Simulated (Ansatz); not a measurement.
The geometry is COD entry 1011099, unchecked; take it as a test cell. It is an old determination, and later ones may differ. The listed cell was then made from it by scaling, straining or moving an atom.

An input for TiN: DFT, PBEsol, all-electron PAW with datasets made for the crystal, scalar-relativistic (Ansatz 0.2.0).

Command: `ansatz run input.yaml --threads 1 --pin off --max-ram 3072MiB --backend cpu --events-out ev --progress --plain --runs-dir out` The run took 5.9 s on 1 thread of AMD EPYC 9R45 96-Core Processor (Zen 5), with other jobs on the host, peak memory 0.57 GiB.

```yaml
crystal:
  lattice:
    - [0.0, 2.1499242549, 2.1499242549]
    - [2.1499242549, 0.0, 2.1499242549]
    - [2.1499242549, 2.1499242549, 0.0]
  atoms:
    - { symbol: Ti, position: [0.0, 0.0, 0.0] }
    - { symbol: "N", position: [0.5, 0.5, 0.5] }
kpoints:
  mp_grid: { grid: [17, 17, 17] }
scf:
  occupations: { method: fermi_dirac, width: 0.05 }
hamiltonian:
  xc: pbesol
  pseudopotentials: { kind: all_electron, datasets: crystal }
output:
  forces: true
  stress: true
  eigenvalues: true
  efg: { contact_densities: true }
```

Set-up and iterations as logged by Ansatz (the results part is left out, to be predicted):

```
hamiltonian.pseudopotentials.datasets: crystal makes datasets for this crystal and solves the spheres of its atoms anew in each pass: cutoff 380.0 eV, the density's 1520.0 eV; for an error of 0.50 meV an atom under PBE, 1.0 meV for the cell; an energy difference from a run of another recipe may be off by several times the error for the cell, under r2SCAN by more, where some 0.1 meV an atom stays at smaller errors; N in spheres of 0.974 Å, 5 of its electrons in bands; Ti in spheres of 1.169 Å, 12 of its electrons in bands
band count auto-derived: 15 (N_el = 17.0; filled up to band 9; 13 by the electrons, moments and atoms)
Engine: ansatz 0.2.0
Pseudopotentials: kind: all_electron
Pseudopotential: Ti, paw, valence charge 12, recommended cutoff 380 eV (normal), Koelling and Harmon's equation, gaussian nucleus
Pseudopotential: N, paw, valence charge 5, recommended cutoff 380 eV (normal), Koelling and Harmon's equation, gaussian nucleus
Functional definition: PBEsol
  exchange = pbesol_x
  correlation = pbesol_c
Crystal: 2 atoms, lattice volume = 19.875 Å³
Basis set: ecut = 380 eV, 331 PW (Γ), exchange–correlation on 40×40×40 points (8 copies of the dense FFT grid, shifted against one another)
Bands: 15, of which v1, the nominal top of the filled ones, is band 9 counted from 1 (8 counted from 0)
Symmetry: 48 space group operations
Space group: Fm-3m (ITA 225), of the structure as read, at distance tolerance 2.7e-5 Å
k-points: 165 of 4913
Non-local potential: Ti, projectors of the file, l = 0: 2, l = 1: 2, l = 2: 2
Non-local potential: N, projectors of the file, l = 0: 1, l = 1: 2
PAW form: soft (Blöchl's): semilocal exchange-correlation on the pseudo side does not see the compensation charge
PAW one-centre angular grid: Ti, 590 points (default); XC on its mesh's 1897 points in the sphere
PAW one-centre angular grid: N, 110 points (default); XC on its mesh's 1947 points in the sphere
Initial density: superposition of atomic densities (neutral atoms: chi_scale 0, normalization atom)
Initial wavefunctions: pseudopotential atomic-orbital guess
Functional: x = pbesol(κ = 0.804, μ = 0.12345679012345678), c = pbesol(β = 0.046)
iter 1 solved again at ethr=5.46e-2 eV; its pass at ethr=1.00e-1 eV (dr2=9.29e0 eV) is discarded
SCF iter   1: F=—  HF=-24697.991792 eV  |F-HF|=—  |Δ(HF+E_count)|=         —  Δρ=1.99e-1  dr2=9.31e0  ethr=5.46e-2  ⟨swp⟩=2.0  Hψ=13405  notcnv=0
iter 2 solved again at ethr=1.49e-3 eV; its pass at ethr=5.46e-2 eV (dr2=2.53e-1 eV) is discarded
SCF iter   2: F=—  HF=-24696.021245 eV  |F-HF|=—  |Δ(HF+E_count)|=    1.97e0  Δρ=4.19e-2  dr2=2.42e-1  ethr=1.49e-3  ⟨swp⟩=3.4  Hψ=10657  notcnv=0  defer=52
SCF iter   3: F=—  HF=-24695.964270 eV  |F-HF|=—  |Δ(HF+E_count)|=   5.70e-2  Δρ=3.09e-2  dr2=9.62e-2  ethr=1.42e-3  ⟨swp⟩=3.2  Hψ=5436  notcnv=0  defer=16
SCF iter   4: F=—  HF=-24695.975392 eV  |F-HF|=—  |Δ(HF+E_count)|=   1.11e-2  Δρ=1.17e-2  dr2=3.25e-2  ethr=5.66e-4  ⟨swp⟩=3.0  Hψ=5875  notcnv=0  defer=1
SCF iter   5: F=—  HF=-24695.968341 eV  |F-HF|=—  |Δ(HF+E_count)|=   7.05e-3  Δρ=1.91e-3  dr2=6.27e-4  ethr=1.91e-4  ⟨swp⟩=2.6  Hψ=6990  notcnv=0  defer=5
SCF iter   6: F=—  HF=-24695.968833 eV  |F-HF|=—  |Δ(HF+E_count)|=   4.91e-4  Δρ=1.23e-3  dr2=3.15e-4  ethr=3.69e-6  ⟨swp⟩=2.1  Hψ=5860  notcnv=0
SCF iter   7: F=—  HF=-24695.968781 eV  |F-HF|=—  |Δ(HF+E_count)|=   5.13e-5  Δρ=3.71e-4  dr2=2.87e-5  ethr=1.85e-6  ⟨swp⟩=2.2  Hψ=3965  notcnv=0
SCF iter   8: F=—  HF=-24695.968782 eV  |F-HF|=—  |Δ(HF+E_count)|=   5.28e-7  Δρ=2.75e-5  dr2=1.59e-7  ethr=1.69e-7  ⟨swp⟩=2.6  Hψ=4053  notcnv=0
SCF iter   9: F=-24695.968782 eV  HF=-24695.968782 eV  |F-HF|=1.09e-10  |Δ(HF+E_count)|=   1.90e-8  Δρ=2.91e-6  dr2=9.19e-10  ethr=9.37e-10  ⟨swp⟩=3.0  Hψ=4542  notcnv=0
```

Spin polarisation is left out, and whether a magnetic state lies lower isn't shown here.

Question: What pressure will this run report?

Answer: -17.61 GPa (positive in compression).
